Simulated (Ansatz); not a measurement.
BAs (zinc blende)

```
CELL_PARAMETERS angstrom
      0.00000     2.40467     2.40467
      2.40467     0.00000     2.40467
      2.40467     2.40467     0.00000
ATOMIC_POSITIONS crystal
  As 0.75000 0.75000 0.75000
  B  0.00000 0.00000 0.00000
```

The atoms are displaced by Q × the pattern below (from a DFPT mode at Γ, largest move 1; Q in Å), at fixed cell. It is one choice among 3 degenerate patterns.

```csv
atom,x,y,z
As1,0.000,0.000,0.144
B2,0.000,0.000,-1.000
```

These are PBE (plane waves to 420 eV, PAW, scalar-relativistic; Ansatz, a first-principles code) values and carry that method's errors. k mesh 12×12×12 (Γ-centred), Fermi-Dirac smearing 0.05 eV. BAs was relaxed with its symmetry unable to fall. 

| Q (Å) | −dE/dQ from forces (eV/Å) |
|---|---|
| -0.180 | 3.526 |
| -0.150 | 3.003 |
| -0.120 | 2.444 |
| -0.090 | 1.855 |
| -0.060 | 1.245 |
| -0.030 | 0.625 |
| 0.000 | 0.000 |
| 0.030 | -0.625 |
| 0.060 | -1.245 |
| 0.090 | -1.855 |
| 0.120 | -2.444 |
| 0.150 | -3.003 |
| 0.180 | -3.526 |

Task: What harmonic wavenumber does the curvature at Q = 0 give?

Result: 677 cm⁻¹. E″ = 20.87 eV/Å², M = Σ mᵢ|uᵢ|² = 12.4 u, ν̃ = 521.5·√(|E″|/M).

(A displaced cell: forces are minus the slopes of the energy, force constants its curvatures, and phonons follow from these.)
